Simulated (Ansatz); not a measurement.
Start of a relaxation of AlGa3As4:

```cif
data_structure
_symmetry_space_group_name_H-M 'P 1'
_symmetry_Int_Tables_number 1
_cell_length_a 3.8920
_cell_length_b 3.8920
_cell_length_c 11.0082
_cell_angle_alpha 90.000
_cell_angle_beta 90.000
_cell_angle_gamma 90.000
_cell_volume 166.75
loop_
_atom_site_label
_atom_site_type_symbol
_atom_site_fract_x
_atom_site_fract_y
_atom_site_fract_z
_atom_site_occupancy
Al1 Al 0.50000 0.50000 0.50000 1
Ga1 Ga 0.00000 0.00000 0.75000 1
Ga2 Ga 0.50000 0.50000 0.00000 1
Ga3 Ga 0.00000 0.00000 0.25000 1
As1 As 0.50000 0.00000 0.87500 1
As2 As 0.00000 0.50000 0.12500 1
As3 As 0.50000 0.00000 0.37500 1
As4 As 0.00000 0.50000 0.62500 1
```

Theory: DFT PBE, scalar-relativistic, plane waves, PAW in Ansatz. Cutoff 420 eV, Gaussian smearing, Γ-centred meshes. Cell and atoms relax first on a coarse mesh and then on a converged one. In between, the cell is made exact in the group found at 0.06 Å. The steps can't lower the symmetry of their start. No spin polarisation.

A guess keeps its type if space group and coordination stay and the shape of the cell changes little (axis ratios within about 15 %, angles within 6°); the volume may change.

Question: Does this structure survive the relaxation?

Answer: It keeps its type. The symmetry stays P-4m2 (No. 115). The volume per atom grows by 13.5 %, from 20.8 to 23.7 Å³. The shortest distance goes from 2.38 Å (Al–As and Ga–As) to 2.48 Å (Al–As). The ratio c/a of the conventional cell changes by a factor of 1.00. Counting neighbours within 15 % of an atom's shortest distance, the start has Al 4, As 4, Ga 4 and the end Al 4, As 4, Ga 4.

The last run used a 10×10×4 mesh (in the run's order of axes) for its 8-atom cell and Gaussian smearing of 0.02 eV. Symmetry constrained the relaxation, so the result can be a saddle point.
